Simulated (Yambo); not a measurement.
A G0W0@PBEsol run in Yambo for CdZnS₂ (space group P-4m2, No. 115) (4×4×2 Γ-centred k mesh, bands 17 to 214 and a 6 Ry block in the screening, 214 bands in G with the Bruneval-Gonze terminator, plasmon pole fitted at 27.2 eV) gives these matrix elements, in eV, at the band edges (Γ → Γ):

| state | E0 | <Vxc> | <Σx> | <Σc(E0)> | Z |
|---|---|---|---|---|---|
| valence edge | 0.000 | -15.856 | -18.945 | 2.194 | 0.790 |
| conduction edge | 1.362 | -11.213 | -7.088 | -3.494 | 0.815 |

Question: Solve the linearised quasiparticle equation for both states, give the gap, and say how exchange and correlation each act on it.

Answer: E = E0 + Z(Σx + Σc − Vxc). Valence: 0.000 + 0.790 × (-18.945 + (2.194) − (-15.856)) = -0.71 eV. Conduction: 1.362 + 0.815 × (-7.088 + (-3.494) − (-11.213)) = 1.88 eV. The gap is 2.58 eV, against 1.36 eV in PBEsol. Replacing Vxc by bare exchange alone would open it by 7.21 eV; correlation takes back 5.69 eV of that, and Z scales what is left. Nearest settings tried, and what they do to the gap: 148 bands in G: +3 meV; 148 bands in W, 148 bands in G: +50 meV; 5 Ry block (125 vectors against 145): -7 meV; 2×2×1 mesh: -328 meV. So the settings aren't converged at that level. 

Spin-orbit coupling is included.

Geometry relaxed with PBEsol; primitive cell a = b = 3.9281 Å, c = 5.6524 Å, α = β = γ = 90.00°.

The structure is a Materials Project entry; no match was found in the copy of COD used, and its stability was not checked.
